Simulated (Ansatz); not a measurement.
SiMo2 in space group P4/nmm (No. 129; Mo on 2a, Mo on 2c, Si on 2c), DFT-PBE in the program Ansatz with PAW potentials, all energies at zero smearing, with the estimated change up to a 700 eV cutoff added, with one set of potentials and settings (totals compare only within such a set). Cell of 6 atoms (4 Mo, 2 Si): -21096.695 eV.

```json
[
 {"element": "Mo", "reference phase": "Im-3m, 1 atoms in the cell", "E (eV/atom)": "-4956.0212"},
 {"element": "Si", "reference phase": "Fd-3m, 2 atoms in the cell", "E (eV/atom)": "-635.8096"}
]
```

Formation energy per atom, worked out: (-21096.695 − 4×(-4956.0212) − 2×(-635.8096))/6 = -0.165 eV/atom (-16 kJ per mol of atoms), at 0 K, without zero-point energy or fitted corrections.

A made-up cell: these elements were put on the sites of a structure type; neither database checked (COD, Materials Project) lists it. Its standing as an ambient phase is unchecked. The cell was relaxed with PBE under the symmetry of its start; whether a distortion lowers the energy is not shown. No spin polarisation was allowed. The references are the lowest solids computed at this level, not always the standard phases.

Potentials: the later of the program's two PAW sets.
